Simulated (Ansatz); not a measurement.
Ansatz (a quantum-chemistry and plane-wave program) input:

Ansatz 0.2 input:
```yaml
crystal:
  lattice:
    - [5.7859408919, 1.6512579616, 0.0]
    - [-5.7859408919, 1.6512579616, 0.0]
    - [-3.0656668305, 0.0, 7.3130970566]
  atoms:
    - { symbol: Mg, position: [0.8647826868, 0.1352173132, 0.9729606412] }
    - { symbol: Mg, position: [0.1352173132, 0.8647826868, 0.0270393588] }
    - { symbol: Mg, position: [0.4390268849, 0.5609731151, 0.6771369849] }
    - { symbol: Mg, position: [0.5609731151, 0.4390268849, 0.3228630151] }
    - { symbol: Sn, position: [0.170933352, 0.829066648, 0.6745047721] }
    - { symbol: Sn, position: [0.829066648, 0.170933352, 0.3254952279] }
kpoints:
  mp_grid: { grid: [10, 10, 4] }
  band_path:
    path:
      - [[0.0, 0.0, 0.0], [0.2739403045, 0.2739403045, 0.0]]  # Γ-C
      - [[-0.2739403045, 0.7260596955, 0.0], [-0.5, 0.5, 0.0], [0.0, 0.0, 0.0], [-0.5, 0.5, 0.5], [-0.2604336391, 0.7395663609, 0.5]]  # C_2-Y_2-Γ-M_2-D
      - [[0.2604336391, 0.2604336391, 0.5], [0.0, 0.0, 0.5], [0.0, 0.0, 0.0]]  # D_2-A-Γ
      - [[0.0, 0.5, 0.5], [0.0, 0.0, 0.0], [0.0, 0.5, 0.0]]  # L_2-Γ-V_2
    npoints: 8
basis: { xc_grid: 2 }
hamiltonian:
  xc: pbesol
  pseudopotentials: { kind: paw }
magnetization: { noncollinear: true, spin_orbit: true }
scf:
  n_extra_bands: 12
  convergence: { dr2_threshold: 0.0000000001 }
  occupations: { method: gaussian, width: 0.05 }
output: { eigenvalues: true }
```

Output (shortened):

```
Pseudopotentials: kind: paw_fr
Pseudopotential: Mg, paw_fr, valence charge 10
Pseudopotential: Sn, paw_fr, valence charge 14
Functional definition: PBEsol
non-collinear run that drives no moment, with spin-orbit …
Crystal: 6 atoms, lattice volume = 139.740 Å³
Basis set: ecut = 420 eV, 2731 PW (Γ), exchange–correlation on 90×90×108 points (8 copies of the dense FFT grid, shifted against one another)
Bands: 80, of which v1, the nominal top of the filled ones, is band 68 counted from 1 (67 counted from 0)
Symmetry: 4 space group operations + 4 with time reversal
k-points: 117 of 400
Projection manifold: j_resolved (fully-relativistic pseudo-atomic orbitals)
PAW frozen core: Mg, regenerated for the run's functional, and the local potential with it
PAW frozen core: Sn, regenerated for the run's functional, and the local potential with it
Initial density: superposition of atomic densities (chi_scale 0.1, normalization cell, long waves kept (reshape's long-wave potential 0.15 eV rms))
Initial wavefunctions: pseudopotential atomic-orbital guess
Eigensolver: davidson
Functional: x = pbesol(κ = 0.804, μ = 0.12345679012345678), c = pbesol(β = 0.046)
SCF iter   1: F=—  HF=-19553.785586 eV  |F-HF|=—  |Δ(HF+E_count)|=         —  Δρ=3.02e-2  dr2=4.41e0  dr2_m=0.00e0 (ungated)  ethr=3.10e-3  |M|=0.00e0 ∫|m|=0.00e0 μB  |m|>n=0.0e0 m-floor=0.0e0 τ_xc=0.0e0  β_m=0.30  ⟨swp⟩=12.3  Hψ=25410  notcnv=0  defer=56
all-band conjugate gradients solve this SCF's bands
preconditioner: auto → Kerker (q_TF=auto, 2.420 Å⁻¹)
spin=Noncollinear: Kerker preconditioning applied to the charge; magnetization (m_x, m_y, m_z) channels mix plain (no charge-response kernel on spin).
SCF iter   2: F=—  HF=-19553.333451 eV  |F-HF|=—  |Δ(HF+E_count)|=   4.52e-1  Δρ=2.21e-2  dr2=2.72e0  dr2_m=0.00e0 (ungated)  ethr=3.10e-3  |M|=0.00e0 ∫|m|=0.00e0 μB  |m|>n=0.0e0 m-floor=0.0e0 τ_xc=0.0e0  β_m=0.65  ⟨swp⟩=2.1  Hψ=5737  notcnv=0  defer=682
SCF iter   3: F=—  HF=-19552.811782 eV  |F-HF|=—  |Δ(HF+E_count)|=   5.22e-1  Δρ=3.80e-3  dr2=1.13e-1  dr2_m=0.00e0 (ungated)  ethr=3.10e-3  |M|=0.00e0 ∫|m|=0.00e0 μB  |m|>n=0.0e0 m-floor=0.0e0 τ_xc=0.0e0  β_m=0.73  ⟨swp⟩=3.6  Hψ=6846  notcnv=0  defer=680
SCF iter   4: F=—  HF=-19552.792570 eV  |F-HF|=—  |Δ(HF+E_count)|=   1.92e-2  Δρ=1.20e-3  dr2=6.02e-3  dr2_m=0.00e0 (ungated)  ethr=1.67e-4  |M|=0.00e0 ∫|m|=0.00e0 μB  |m|>n=0.0e0 m-floor=0.0e0 τ_xc=0.0e0  β_m=0.87  ⟨swp⟩=2.8  Hψ=6107  notcnv=0  defer=658
SCF iter   5: F=—  HF=-19552.791209 eV  |F-HF|=—  |Δ(HF+E_count)|=   1.36e-3  Δρ=4.89e-4  dr2=6.14e-4  dr2_m=0.00e0 (ungated)  ethr=8.86e-6  |M|=0.00e0 ∫|m|=0.00e0 μB  |m|>n=0.0e0 m-floor=0.0e0 τ_xc=0.0e0  β_m=0.90  ⟨swp⟩=2.5  Hψ=6483  notcnv=0  defer=658
SCF iter   6: F=—  HF=-19552.790964 eV  |F-HF|=—  |Δ(HF+E_count)|=   2.45e-4  Δρ=6.61e-5  dr2=1.64e-5  dr2_m=0.00e0 (ungated)  ethr=9.02e-7  |M|=0.00e0 ∫|m|=0.00e0 μB  |m|>n=0.0e0 m-floor=0.0e0 τ_xc=0.0e0  β_m=0.88  ⟨swp⟩=2.0  Hψ=6458  notcnv=0  defer=658
SCF iter   7: F=—  HF=-19552.790961 eV  |F-HF|=—  |Δ(HF+E_count)|=   3.24e-6  Δρ=3.36e-5  dr2=2.47e-6  dr2_m=0.00e0 (ungated)  ethr=2.41e-8  |M|=0.00e0 ∫|m|=0.00e0 μB  |m|>n=0.0e0 m-floor=0.0e0 τ_xc=0.0e0  β_m=0.94  ⟨swp⟩=2.0  Hψ=8108  notcnv=0  defer=658
SCF iter   8: F=—  HF=-19552.790954 eV  |F-HF|=—  |Δ(HF+E_count)|=   6.68e-6  Δρ=1.05e-5  dr2=2.54e-7  dr2_m=0.00e0 (ungated)  ethr=3.63e-9  |M|=0.00e0 ∫|m|=0.00e0 μB  |m|>n=0.0e0 m-floor=0.0e0 τ_xc=0.0e0  β_m=0.97  ⟨swp⟩=3.0  Hψ=8208  notcnv=0  defer=658
SCF iter  12: F=-19552.790954 eV  HF=-19552.790954 eV  |F-HF|=7.28e-12  |Δ(HF+E_count)|=  9.09e-11  Δρ=7.00e-8  dr2=1.17e-11  dr2_m=0.00e0 (ungated)  ethr=1.00e-12  |M|=0.00e0 ∫|m|=0.00e0 μB  |m|>n=0.0e0 m-floor=0.0e0 τ_xc=0.0e0  ⟨swp⟩=11.3  Hψ=16080  notcnv=0…
SCF 1 converged in 12 iterations: F = -19552.790954 eV  dr2 = 1.17e-11
NSCF: frozen V_eff on 76 k-points
SCF converged after 12 iterations
Magnetization: |M| = 0.0000 μB,  M = (+0.0000, +0.0000, +0.0000) μB
Absolute magnetization: 0.0000 μB (∫|m|)
  site 0: m = (+0.0000, +0.0000, +0.0000) μB, |m| = 0.0000 μB  (R = 1.23 Å)
  site 1: m = (+0.0000, +0.0000, +0.0000) μB, |m| = 0.0000 μB  (R = 1.23 Å)
  site 2: m = (+0.0000, +0.0000, +0.0000) μB, |m| = 0.0000 μB  (R = 1.26 Å)
  site 3: m = (+0.0000, +0.0000, +0.0000) μB, |m| = 0.0000 μB  (R = 1.26 Å)
  site 4: m = (+0.0000, +0.0000, +0.0000) μB, |m| = 0.0000 μB  (R = 1.23 Å)
  site 5: m = (+0.0000, +0.0000, +0.0000) μB, |m| = 0.0000 μB  (R = 1.23 Å)
Free energy (F): -19552.790954 eV
Harris-Foulkes:  -19552.790954 eV  (|F-HF|=7.28e-12)
Internal energy: -19552.787432 eV  (E = F + TS)
E sigma→0 (E₀):  -19552.789193 eV
Entropy (-TS):   -0.003521 eV (-0.587 meV/atom)
Fermi energy:    8.048159 eV
--- Per-component energies (eV) ---
  E_band       = -1574.950873
  E_kinetic    = 677.158154
  E_local      = -8120.556103  (includes V_loc(G=0)·N_el)
  E_nonlocal   = 324.364333
  E_hartree    = 3352.254077
  E_xc         = -873.459729
  E_vxc        = -342.431416  (∫ρ·V_xc dr)
  E_paw        = -9259.969379  (= ΣΔE_a)
  E_vpaw       = -817.993873  (= ΣTr[D̂ρ^β])
  E_aug_tail   = -0.000007  (compensation charges beyond the density's cutoff)
  E_ewald      = -5653.390763
  E_core_change = 0.811984  (= ΣΔE_core)
  E_smearing   = -0.003521  (= −TS)
  E_closure    =  0.000000  (closes the sum)
  Σ components = -19552.790954   (vs F -19552.790954, Δ=0.00e0)
  [band-id]    e_kinetic+e_local+e_nonlocal+2·e_hartree+e_vxc+e_vpaw+e_augmentation_tail = -1574.950758   (vs E_band -1574.950873, Δ=1.15e-4)
--- Band table (eV; the first three rows and the last of 117) ---
  k-point 0: bands = ["-67.9919", "-67.9919", "-67.9918", "-67.9918", "-67.7914", "-67.7914", "-67.7895", "-67.7895", "-35.1247", "-35.1247", "-35.1241", "-35.1241", "-34.9272", "-34.9272", "-34.9194", "-34.9194", "-34.8392", "-34.8392", "-34.8383", "-34.8383", "-34.8354", "-34.8354", "-34.8352", "-34.8352", "-34.6440", "-34.6440", "-34.6381", "-34.6381", "-34.6357", "-34.6357", "-34.6253", "-34.6253", "-13.7950", "-13.7950", "-13.7929", "-13.7929", "-13.7401", "-13.7401", "-13.7355", "-13.7355", "-12.7779", "-12.7779", "-12.7756", "-12.7756", "-12.7036", "-12.7036", "-12.7025", "-12.7025", "-12.6975", "-12.6975", "-12.6898", "-12.6898", "-1.6575", "-1.6575", "-0.0066", "-0.0066", "2.7313", "2.7313", "4.5335", "4.5335", "4.6682", "4.6682", "4.8781", "4.8781", "5.2001", "5.2001", "8.8700", "8.8700", "10.1964", "10.1964", "10.5027", "10.5027", "11.1358", "11.1358", "11.3420", "11.3420", "11.3755", "11.3755", "12.5040", "12.5040"]
  k-point 1: bands = ["-67.9919", "-67.9919", "-67.9918", "-67.9918", "-67.7914", "-67.7914", "-67.7895", "-67.7895", "-35.1247", "-35.1247", "-35.1241", "-35.1241", "-34.9272", "-34.9272", "-34.9194", "-34.9194", "-34.8393", "-34.8393", "-34.8382", "-34.8382", "-34.8354", "-34.8354", "-34.8352", "-34.8352", "-34.6440", "-34.6440", "-34.6381", "-34.6381", "-34.6357", "-34.6357", "-34.6253", "-34.6253", "-13.7950", "-13.7950", "-13.7930", "-13.7930", "-13.7400", "-13.7400", "-13.7357", "-13.7357", "-12.7779", "-12.7779", "-12.7757", "-12.7757", "-12.7037", "-12.7037", "-12.7029", "-12.7029", "-12.6972", "-12.6972", "-12.6897", "-12.6897", "-1.5423", "-1.5423", "-0.3135", "-0.3135", "3.0429", "3.0429", "4.2197", "4.2197", "4.6122", "4.6122", "5.5765", "5.5765", "5.7475", "5.7475", "7.4980", "7.4980", "8.8146", "8.8146", "9.2653", "9.2653", "12.0004", "12.0004", "12.4137", "12.4137", "12.7558", "12.7558", "13.0033", "13.0033"]
  k-point 2: bands = ["-67.9919", "-67.9919", "-67.9918", "-67.9918", "-67.7914", "-67.7914", "-67.7895", "-67.7895", "-35.1247", "-35.1247", "-35.1241", "-35.1241", "-34.9272", "-34.9272", "-34.9194", "-34.9194", "-34.8394", "-34.8394", "-34.8381", "-34.8381", "-34.8354", "-34.8354", "-34.8352", "-34.8352", "-34.6440", "-34.6440", "-34.6381", "-34.6381", "-34.6357", "-34.6357", "-34.6254", "-34.6254", "-13.7949", "-13.7949", "-13.7930", "-13.7930", "-13.7398", "-13.7398", "-13.7359", "-13.7359", "-12.7778", "-12.7778", "-12.7757", "-12.7757", "-12.7036", "-12.7036", "-12.7035", "-12.7035", "-12.6968", "-12.6968", "-12.6895", "-12.6895", "-1.3659", "-1.3659", "-0.6463", "-0.6463", "3.2352", "3.2352", "4.0645", "4.0645", "5.1172", "5.1172", "6.1059", "6.1059", "6.2556", "6.2556", "6.8629", "6.8629", "7.3214", "7.3214", "8.3692", "8.3692", "12.3311", "12.3311", "12.8301", "12.8301", "14.1164", "14.1164", "14.5817", "14.5817"]
  k-point 116: bands = ["-67.9919", "-67.9919", "-67.9918", "-67.9918", "-67.7908", "-67.7908", "-67.7901", "-67.7901", "-35.1247", "-35.1247", "-35.1241", "-35.1241", "-34.9240", "-34.9240", "-34.9225", "-34.9225", "-34.8393", "-34.8393", "-34.8382", "-34.8382", "-34.8353", "-34.8353", "-34.8352", "-34.8352", "-34.6396", "-34.6396", "-34.6391", "-34.6391", "-34.6342", "-34.6342", "-34.6306", "-34.6306", "-13.7945", "-13.7945", "-13.7936", "-13.7936", "-13.7380", "-13.7380", "-13.7371", "-13.7371", "-12.7776", "-12.7776", "-12.7759", "-12.7759", "-12.7016", "-12.7016", "-12.7012", "-12.7012", "-12.6952", "-12.6952", "-12.6949", "-12.6949", "-1.0276", "-1.0276", "-0.5409", "-0.5409", "2.3625", "2.3625", "2.6273", "2.6273", "4.8725", "4.8725", "5.1209", "5.1209", "8.0623", "8.0623", "9.4192", "9.4192", "9.9520", "9.9520", "10.7177", "10.7177", "10.8224", "10.8224", "11.4758", "11.4758", "12.0644", "12.0644", "12.7294", "12.7294"]
  band table: 80 of 80 bands, residual norms ≤ 1.0e-3 eV
```

Cost: very roughly 6 core-minutes on shared cores.

Space group C2/m. The workflow started from a Materials Project entry (that database holds measured and hypothetical structures alike); the Crystallography Open Database copy checked does not list it. COD files the formula under space group No. 225, 227, so this cell is another polymorph or a model. Its standing as an ambient phase is unchecked. The cell was relaxed with PBEsol under the symmetry of its start; its stability against distortions is not shown here. Axis ratios of metals converge slowly with the k-mesh, so a and c are less sure than the volume.

Potentials: the later of the program's two PAW sets.

Ansatz is a plane-wave DFT program.
